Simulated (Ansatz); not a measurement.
Problem. Each is relaxed and computed with DFT-PBE in the program Ansatz with PAW potentials. Which is the only metal?
(A) ZrSe2, CdI2 type
(B) ZrSi, rock salt
(C) KI, rock salt
(D) NaH, rock salt

Solution. B, ZrSi, rock salt. ZrSi: metal; KI: gap 3.86 eV (direct); ZrSe2: gap 0.42 eV (indirect); NaH: gap 3.76 eV (indirect). Constructed cells (a structure type filled with these elements, in neither database checked): ZrSi, rock salt. Weakly bound layers, chains or molecules computed without a dispersion correction, so cells and soft constants are ill determined: ZrSe2, CdI2 type. All cells were relaxed under the symmetry of their starts (and spin orders); stability against distortions was not tested throughout. Rows with no word on spin ran without spin polarisation. Spin–orbit coupling is left out wherever it is not named.

Potentials: the later of the program's two PAW sets.
